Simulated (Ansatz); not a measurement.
A relaxation computed with Ansatz, from input to last step.

```yaml
crystal:
  lattice:
    - [3.1283147, 3.1283147, 6.2566294]
    - [-3.1283147, -3.1283147, 6.2566294]
    - [9.3849441, -6.2566294, 3.1283147]
  atoms:
    - { symbol: C, position: [0.6016141216, 0.9992461248, 0.8002876517] }
    - { symbol: Si, position: [0.4726227069, 0.3782268871, 0.8012597822] }
    - { symbol: Si, position: [0.9725254703, 0.8724806718, 0.7996166993] }
    - { symbol: Si, position: [0.377705224, 0.8750137625, 0.9999592847] }
    - { symbol: Si, position: [0.77826149, 0.871808985, 0.1987911391] }
    - { symbol: Sn, position: [0.1969277679, 0.9994431748, 0.6010090717] }
    - { symbol: Sn, position: [0.0940518927, 0.5012484076, 0.802597925] }
    - { symbol: Sn, position: [0.0030485867, 0.0019475015, 0.0007871605] }
    - { symbol: Sn, position: [0.3993934782, 0.0011472628, 0.1957270271] }
    - { symbol: Sn, position: [0.301790063, 0.4992106659, 0.3996023295] }
    - { symbol: Sn, position: [0.8006344484, 0.9986550162, 0.397935559] }
    - { symbol: Sn, position: [0.6969047358, 0.5011523933, 0.6038865404] }
    - { symbol: Sn, position: [0.4974146291, 0.4969123716, 0.9978587988] }
    - { symbol: Sn, position: [0.9009515233, 0.4998252005, 0.2008413141] }
    - { symbol: Sn, position: [0.5692631706, 0.8757568785, 0.6029857573] }
    - { symbol: Sn, position: [0.6756741755, 0.375171898, 0.399773906] }
    - { symbol: Sn, position: [0.1790184408, 0.8782199556, 0.4043302147] }
    - { symbol: Sn, position: [0.0728711592, 0.3757290489, 0.5994632076] }
    - { symbol: Sn, position: [0.8731425356, 0.3774604304, 0.9999184074] }
    - { symbol: Sn, position: [0.2738924023, 0.3743912128, 0.1974718359] }
  symmetry: { detect: false }
basis:
  ecutwfc: 420
kpoints:
  mp_grid: { grid: [2, 2, 2], shift: [0.5, 0.5, 0.5] }
hamiltonian:
  xc: pbe
scf:
  occupations: { method: gaussian, width: 0.1 }
  lower_state_search: "off"
output:
  forces: true
  stress: true
  eigenvalues: true
relax:
  adjacent_minimum: "off"
  f_tol: 0.04
  max_steps: 50
  cell: { stress_tol: 0.3 }
```

```bash
ansatz run input.yaml --threads 4 --pin off --max-ram 9216MiB --backend cpu --events-out ev --progress --plain --runs-dir out
```

Computed with Ansatz, DFT PBE, scalar-relativistic, plane waves, PAW.

Of 12 frames 9 are shown, positions in Å and forces in eV/Å; the SCF threshold varies from step to step. Steps run on the plane waves of an earlier cell, with a Pulay correction in the pressure. The basis is chosen afresh for the last frame, the zero of the energies, and at times for earlier ones too; energy and pressure can step there, also at an unchanged geometry. Where two frames share a geometry here, they differ by under 2 meV/atom and 0.3 GPa. The mark taken_back stands on steps that the optimiser undid.

```xyz
20
Lattice="3.1283 3.1283 6.2566 -3.1283 -3.1283 6.2566 9.3849 -6.2566 3.1283" Properties=species:S:1:pos:R:3:forces:R:3 pbc="T T T" step=1 free_energy_over_end_meV_per_atom=228.51 pressure_GPa=2.71
C     6.2667   -6.2510   12.5195    0.2259   -0.1883   -0.0142
Si    7.8151   -4.7179    7.8300    0.6804    0.8776   -0.9313
Si    7.8173   -4.6899   14.0450   -0.8272   -1.0712   -0.5480
Si    7.8288   -7.8121   10.9660   -1.0143    1.1315    0.6994
Si    1.5730   -1.5364   10.9458   -0.1532   -0.0829    0.0689
Sn    3.1299   -6.2708    9.3654    1.0847   -1.4347   -0.5014
Sn    6.2585   -6.2954    6.2354   -0.1835    0.4400    1.5479
Sn    0.0108   -0.0015    0.0337    0.6162    0.8982   -1.0000
Sn    3.0827    0.0212    3.1183    0.4817    1.5051   -0.0519
Sn    3.1327   -3.1178    6.2616   -0.2577   -0.0361   -0.1452
Sn    3.1151   -3.1092   12.5024   -0.4027    0.6920   -0.7385
Sn    6.2798   -3.1659    9.3849    0.7167   -0.6339   -1.0069
Sn    9.3664   -6.2417    9.3428   -1.5201    0.0314    0.3197
Sn    3.1397   -0.0017    9.3924   -0.9879   -0.8271    0.5330
Sn    4.7002   -4.7315   10.9273    1.4070   -1.2500    1.8111
Sn    4.6919   -1.5612    7.8254    0.2058   -0.1553    0.1006
Sn    1.6073   -4.7171    7.8796   -0.6076    0.5831   -0.6011
Sn    4.6785   -4.6981    4.6820    0.1891   -0.0251    0.1979
Sn   10.9348   -4.7055   10.9526    0.1429   -0.2720   -0.1276
Sn    1.5389   -1.5499    4.6738    0.2038   -0.1823    0.3877
20
Lattice="3.1619 3.1732 6.2985 -3.1735 -3.1629 6.2991 9.4620 -6.2952 3.1355" Properties=species:S:1:pos:R:3:forces:R:3 pbc="T T T" step=2 free_energy_over_end_meV_per_atom=128.94 pressure_GPa=0.15
C     6.3235   -6.3082   12.5959    0.2540   -0.2812   -0.0727
Si    7.9360   -4.6724    7.7945    0.6938    0.6234   -0.6656
Si    7.8121   -4.7965   14.0766   -0.5084   -0.8860   -0.6781
Si    7.7951   -7.7762   11.0819   -0.9867    1.0666    0.6754
Si    1.5569   -1.5413   11.0242   -0.1243    0.0975    0.0287
Sn    3.2143   -6.4091    9.3815    0.4359   -0.3768   -0.1819
Sn    6.2911   -6.3170    6.3798    0.1044    0.0085    0.5340
Sn    0.0534    0.0674   -0.0331   -0.0381    0.2246   -0.1877
Sn    3.1345    0.1457    3.1340   -0.1369    0.6304    0.1415
Sn    3.1369   -3.1395    6.2894    0.1484    0.0125   -0.0586
Sn    3.1008   -3.0799   12.5271   -0.2053    0.0431   -0.3398
Sn    6.3807   -3.2286    9.3764    0.4252   -0.4336   -0.2018
Sn    9.3248   -6.2711    9.4128   -0.6327    0.1644    0.1452
Sn    3.0967   -0.0449    9.4938   -0.2191   -0.3062    0.2653
Sn    4.8370   -4.8593   11.1200    1.0761   -0.9330    0.7888
Sn    4.7424   -1.5683    7.8770    0.0533   -0.0196    0.0600
Sn    1.5694   -4.7237    7.8950   -0.1073    0.0611    0.0654
Sn    4.7257   -4.7393    4.7167    0.0560   -0.2026   -0.0583
Sn   11.0290   -4.7244   11.0027   -0.0794    0.2544   -0.1719
Sn    1.5521   -1.5601    4.7237   -0.2088    0.2525   -0.0877
20
Lattice="3.1649 3.1746 6.2585 -3.1773 -3.1729 6.2639 9.4422 -6.2791 3.1204" Properties=species:S:1:pos:R:3:forces:R:3 pbc="T T T" step=3 free_energy_over_end_meV_per_atom=72.37 pressure_GPa=-0.38
C     6.3385   -6.3481   12.5199    0.4657   -0.4537   -0.1085
Si    8.0077   -4.5925    7.6695    0.6057    0.4452   -0.5296
Si    7.7400   -4.8905   13.9090   -0.3991   -0.6721   -0.5267
Si    7.6483   -7.6390   11.1002   -0.8940    0.8973    0.7361
Si    1.5370   -1.5326   10.9667   -0.0823    0.0827    0.0752
Sn    3.2513   -6.4440    9.3140    0.2728   -0.3165   -0.0938
Sn    6.2829   -6.3069    6.4004    0.0952   -0.0259    0.2348
Sn    0.0410    0.1017   -0.0399   -0.1184    0.1814   -0.0339
Sn    3.0956    0.2208    3.1196   -0.2603    0.4456    0.0374
Sn    3.1311   -3.1336    6.2413    0.0985    0.0152   -0.0336
Sn    3.0943   -3.0969   12.4184    0.0265   -0.1275   -0.1250
Sn    6.4101   -3.2800    9.3042    0.3406   -0.2656   -0.1104
Sn    9.2332   -6.2312    9.3775   -0.3694    0.2198    0.1147
Sn    3.0702   -0.0626    9.4526   -0.0627   -0.0720    0.0668
Sn    4.9479   -4.9682   11.1303    0.6106   -0.5618    0.3517
Sn    4.7514   -1.5758    7.8437    0.0343   -0.0650    0.0475
Sn    1.5476   -4.7174    7.8643   -0.0835    0.0850    0.0380
Sn    4.7269   -4.7563    4.6822    0.0750   -0.1493   -0.0533
Sn   11.0025   -4.6915   10.9274   -0.1008    0.1492   -0.0863
Sn    1.5212   -1.5300    4.6986   -0.2544    0.1879   -0.0009
20
Lattice="3.1803 3.1472 6.1119 -3.1424 -3.1859 6.1123 9.4183 -6.2676 3.1039" Properties=species:S:1:pos:R:3:forces:R:3 pbc="T T T" step=5 free_energy_over_end_meV_per_atom=14.12 pressure_GPa=0.34
C     6.4536   -6.4607   12.3016   -0.5781    0.4734    1.0620
Si    8.2358   -4.4955    7.3410    0.1942    0.2287   -0.3169
Si    7.6800   -5.1335   13.4405   -0.1536   -0.1041   -0.1647
Si    7.4493   -7.4378   11.0766    0.6340   -0.6345   -0.9157
Si    1.5662   -1.5391   10.7672   -0.0384    0.0265    0.0768
Sn    3.3251   -6.5686    9.0431    0.1437   -0.1319   -0.1286
Sn    6.3162   -6.3176    6.3701    0.0304   -0.0003    0.3341
Sn   -0.0135    0.1895   -0.0164   -0.0152    0.0940   -0.0083
Sn    2.9695    0.3492    3.0852   -0.0406    0.1570    0.0924
Sn    3.1340   -3.1288    6.0870   -0.0648    0.0062   -0.0632
Sn    3.1827   -3.1862   12.1424    0.0267   -0.0087   -0.0842
Sn    6.5701   -3.3835    9.0482    0.1240   -0.1704   -0.0968
Sn    9.0875   -6.1432    9.2628   -0.2056    0.0767    0.1473
Sn    3.0878   -0.0897    9.2415   -0.0603   -0.0601    0.0520
Sn    5.1054   -5.1228   10.8774   -0.0150    0.0078   -0.0704
Sn    4.7989   -1.6528    7.7135    0.1046   -0.0420    0.0339
Sn    1.5413   -4.6817    7.7550   -0.0678    0.0315    0.0606
Sn    4.7644   -4.8046    4.6127    0.0433   -0.0285    0.0408
Sn   10.9887   -4.6892   10.7106    0.0281   -0.0165   -0.1025
Sn    1.4338   -1.4705    4.6492   -0.0895    0.0954    0.0516
20
Lattice="3.2024 3.2122 5.9298 -3.2375 -3.2220 5.9523 9.4721 -6.2577 2.9491" Properties=species:S:1:pos:R:3:forces:R:3 pbc="T T T" step=6 free_energy_over_end_meV_per_atom=4.03 pressure_GPa=0.09
C     6.4285   -6.4456   11.9324    0.0444   -0.0579   -0.2005
Si    8.3190   -4.4078    6.9040    0.1963    0.0886    0.0109
Si    7.6283   -5.1227   12.8978   -0.1344   -0.1816   -0.0011
Si    7.4536   -7.4738   10.5999   -0.1702    0.1859    0.1696
Si    1.4923   -1.4792   10.5184   -0.0280   -0.0589   -0.1510
Sn    3.2521   -6.6823    8.7160    0.0168    0.1400   -0.0126
Sn    6.3824   -6.3503    6.2790   -0.0635    0.0673    0.3202
Sn   -0.0587    0.2235   -0.0315   -0.0115    0.0515    0.0149
Sn    2.9539    0.4199    3.0456    0.1157   -0.0680    0.0179
Sn    3.0780   -3.1257    5.9040   -0.0558   -0.0177    0.0129
Sn    3.1298   -3.1969   11.7695    0.0087    0.0617    0.0448
Sn    6.7073   -3.4125    8.7300   -0.1101   -0.0062    0.0460
Sn    9.0212   -5.9927    8.9748    0.0134   -0.0364   -0.0230
Sn    3.0912   -0.0842    8.9969   -0.0361   -0.0290    0.0648
Sn    5.0496   -5.1102   10.4534    0.0983   -0.1089   -0.0838
Sn    4.8430   -1.6698    7.4843    0.0324    0.0046   -0.0088
Sn    1.4327   -4.6834    7.5502    0.0350   -0.0520    0.0879
Sn    4.7909   -4.8409    4.5206    0.0387   -0.0047   -0.1441
Sn   11.0442   -4.6186   10.3454   -0.0051   -0.0468   -0.1308
Sn    1.3259   -1.3961    4.5618    0.0147    0.0684   -0.0341
20
Lattice="3.1923 3.0944 6.1354 -3.1186 -3.2104 6.1566 9.3769 -6.2259 3.1863" Properties=species:S:1:pos:R:3:forces:R:3 pbc="T T T" step=7 free_energy_over_end_meV_per_atom=4.94 pressure_GPa=0.17 taken_back
C     6.4587   -6.4973   12.4219    0.0216   -0.0351    0.2438
Si    8.3495   -4.4296    7.3419   -0.2335   -0.0806   -0.2086
Si    7.6174   -5.2824   13.5111    0.1090    0.2120   -0.1906
Si    7.4684   -7.4916   11.1066    0.0683   -0.1363   -0.1079
Si    1.5455   -1.5934   10.8470    0.0980    0.1232    0.2414
Sn    3.3493   -6.6170    9.0703   -0.0174   -0.2137    0.0051
Sn    6.2631   -6.2488    6.7476    0.0597   -0.0333    0.0912
Sn   -0.1002    0.1937   -0.0010    0.0803   -0.1027   -0.0570
Sn    2.9651    0.3386    3.1240   -0.1271    0.0038   -0.0484
Sn    3.1010   -3.1426    6.1023    0.0043   -0.0427   -0.0188
Sn    3.2174   -3.2359   12.2160    0.0231   -0.1096   -0.1219
Sn    6.6505   -3.4276    9.0910    0.0676    0.0444   -0.0442
Sn    8.9966   -6.0273    9.4250    0.0696    0.0202   -0.0026
Sn    3.0720   -0.1496    9.3178    0.0283    0.0017    0.0455
Sn    5.1550   -5.1912   10.8666   -0.1157    0.1907    0.1955
Sn    4.8263   -1.7085    7.7652   -0.0290    0.0328   -0.0290
Sn    1.5667   -4.7070    7.8539   -0.0760    0.1351   -0.1153
Sn    4.8481   -4.8395    4.7034    0.0282   -0.0034    0.1634
Sn   10.8940   -4.6350   10.9385   -0.0240    0.0420   -0.0700
Sn    1.3724   -1.4186    4.7165   -0.0354   -0.0483    0.0282
20
Lattice="3.1986 3.1787 5.9900 -3.2103 -3.2187 6.0158 9.4480 -6.2450 3.0127" Properties=species:S:1:pos:R:3:forces:R:3 pbc="T T T" step=8 free_energy_over_end_meV_per_atom=0.84 pressure_GPa=0.04
C     6.4330   -6.4601   12.0680   -0.0107    0.0336   -0.0848
Si    8.3408   -4.3952    7.0125   -0.0511   -0.0757    0.0959
Si    7.6034   -5.1770   13.0603    0.0390    0.0178    0.0483
Si    7.4450   -7.4660   10.7489    0.0347   -0.0316   -0.0401
Si    1.5029   -1.5105   10.6162   -0.0017   -0.0130   -0.0269
Sn    3.2753   -6.6654    8.8162   -0.0058    0.0102    0.0126
Sn    6.3539   -6.3227    6.4614    0.0046    0.0059    0.1000
Sn   -0.0708    0.2192   -0.0300   -0.0099    0.0005    0.0138
Sn    2.9605    0.3958    3.0697    0.0037   -0.0035   -0.0144
Sn    3.0772   -3.1410    5.9627    0.0136   -0.0190   -0.0082
Sn    3.1521   -3.2059   11.9026   -0.0043    0.0064    0.0190
Sn    6.6902   -3.4121    8.8322    0.0060    0.0253    0.0077
Sn    9.0115   -5.9983    9.0974    0.0027    0.0018   -0.0143
Sn    3.0792   -0.1010    9.0966   -0.0059    0.0238   -0.0103
Sn    5.0754   -5.1291   10.5657    0.0158   -0.0002   -0.0359
Sn    4.8336   -1.6775    7.5616   -0.0253    0.0088   -0.0254
Sn    1.4633   -4.6900    7.6486    0.0116   -0.0044   -0.0017
Sn    4.8242   -4.8497    4.5813    0.0208   -0.0120   -0.0485
Sn   10.9947   -4.6126   10.5052   -0.0389    0.0268    0.0189
Sn    1.3384   -1.3976    4.6080    0.0013   -0.0016   -0.0056
20
Lattice="3.2085 3.1681 6.0377 -3.1931 -3.2223 6.0571 9.4261 -6.2238 3.0623" Properties=species:S:1:pos:R:3:forces:R:3 pbc="T T T" step=10 free_energy_over_end_meV_per_atom=0.20 pressure_GPa=-0.08 taken_back
C     6.4391   -6.4720   12.1644   -0.0286   -0.0085    0.0257
Si    8.3357   -4.3938    7.1209    0.0091    0.0230   -0.0147
Si    7.6072   -5.2107   13.1984    0.0235    0.0716   -0.0483
Si    7.4524   -7.4776   10.8383   -0.0075    0.0370    0.0128
Si    1.5132   -1.5234   10.6832    0.0067    0.0055   -0.0073
Sn    3.2979   -6.6431    8.8896    0.0317   -0.0102   -0.0067
Sn    6.3217   -6.2814    6.6138   -0.0275   -0.0475    0.0605
Sn   -0.0801    0.1947   -0.0139    0.0014   -0.0016   -0.0124
Sn    2.9699    0.3826    3.0807    0.0021    0.0018   -0.0013
Sn    3.1024   -3.1700    5.9908   -0.0088    0.0100   -0.0043
Sn    3.1614   -3.2016   11.9894    0.0248   -0.0418    0.0077
Sn    6.6738   -3.3509    8.9044    0.0113   -0.0563    0.0090
Sn    9.0277   -5.9988    9.1981   -0.0333    0.0102   -0.0196
Sn    3.0571   -0.0714    9.1672    0.0273   -0.0127    0.0095
Sn    5.1057   -5.1183   10.6525    0.0073    0.0222   -0.0247
Sn    4.7964   -1.6493    7.6042   -0.0016    0.0014    0.0044
Sn    1.4816   -4.6951    7.6906   -0.0073   -0.0075   -0.0027
Sn    4.8772   -4.8608    4.6183   -0.0042    0.0018    0.0112
Sn   10.9308   -4.5556   10.6522   -0.0121    0.0083   -0.0090
Sn    1.3701   -1.4126    4.6390   -0.0144   -0.0066    0.0104
20
Lattice="3.2037 3.1766 6.0241 -3.2052 -3.2238 6.0485 9.4030 -6.2023 3.0406" Properties=species:S:1:pos:R:3:forces:R:3 pbc="T T T" step=12 free_energy_over_end_meV_per_atom=0.00 pressure_GPa=0.00
C     6.4002   -6.4371   12.1256   -0.0081    0.0012    0.0009
Si    8.3134   -4.3646    7.0798    0.0022   -0.0003   -0.0106
Si    7.5730   -5.1704   13.1480    0.0075   -0.0033   -0.0006
Si    7.4134   -7.4432   10.8029    0.0014   -0.0116    0.0024
Si    1.4991   -1.5154   10.6615    0.0069   -0.0025    0.0008
Sn    3.2686   -6.6386    8.8717    0.0017    0.0067   -0.0001
Sn    6.3006   -6.2773    6.6102   -0.0068   -0.0002    0.0010
Sn   -0.0788    0.1997   -0.0174   -0.0020   -0.0013   -0.0052
Sn    2.9606    0.3915    3.0759    0.0005    0.0059   -0.0040
Sn    3.0818   -3.1587    5.9791   -0.0024   -0.0034   -0.0005
Sn    3.1446   -3.1991   11.9666   -0.0059    0.0005   -0.0066
Sn    6.6630   -3.3500    8.8841   -0.0027    0.0175   -0.0024
Sn    8.9864   -5.9671    9.1621    0.0029    0.0002    0.0020
Sn    3.0472   -0.0676    9.1431   -0.0024    0.0059    0.0033
Sn    5.0729   -5.0961   10.6088   -0.0015   -0.0061    0.0134
Sn    4.7890   -1.6452    7.5856   -0.0030   -0.0011   -0.0002
Sn    1.4585   -4.6871    7.6754   -0.0014   -0.0050   -0.0012
Sn    4.8575   -4.8544    4.6104    0.0109   -0.0014    0.0002
Sn   10.8961   -4.5222   10.6086   -0.0024    0.0007    0.0080
Sn    1.3498   -1.4040    4.6269    0.0046   -0.0024   -0.0005
```

Time: 2.9 min on 4 threads of Arm Neoverse V2, with other jobs on the host, peak memory 1.8 GiB.

The k mesh is coarse.